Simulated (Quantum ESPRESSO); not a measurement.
**Electric field gradients in Al$_{2}$O$_{3}$**

```xyz
10
Lattice="2.3791 1.3736 4.3299 -2.3791 1.3736 4.3299 0.0000 -2.7471 4.3299" Properties=species:S:1:pos:R:3 pbc="T T T"
Al     0.0000     0.0000     4.5708
Al     0.0000     0.0000     1.9240
Al     0.0000     0.0000     8.4189
Al     0.0000     0.0000    11.0657
O     -0.9220     1.3736     7.5773
O     -0.7285    -1.4853     7.5773
O      1.6505     0.1117     7.5773
O      0.9220    -1.3736     5.4124
O      0.7285     1.4853     5.4124
O     -1.6505    -0.1117     5.4124
```
The cell was made here from an entry of the Crystallography Open Database (unchecked): atoms relaxed with PBE in the measured cell (PBE without dispersion, pw.x of a modified build of Quantum ESPRESSO, symmetry kept).  Stability against distortions was not tested.

Convention: |Vzz| is the largest principal value, η_Q = (Vxx − Vyy)/Vzz, |C_Q| = |eQVzz/h|. Cores are frozen. Against all-electron runs on small test molecules, this scheme's |Vzz| missed by −7 % on Al, −2 to +6 % on O.

Quadrupole moments taken as inputs (sizes, barn, from the tables of PySCF and pymatgen): ²⁷Al 0.1466, ¹⁷O 0.0256.

Problem. What do the calculations give at each independent site (field gradients by the PAW reconstruction of the field gradient on a scalar-relativistic PBE ground state (Quantum ESPRESSO, JTH datasets), 22.5 Ha, k-mesh 6×6×6 through Γ)?

Solution. 
```csv
site,site symmetry,Vzz (a.u.),η_Q,∣C_Q∣ (MHz)
"Al (atoms 1, 2, 3, 4)",3,0.058,0.00,1.99 (²⁷Al)
"O (atoms 5, 6, 7, 8, 9, 10)",2,-0.391,0.50,2.35 (¹⁷O)
```
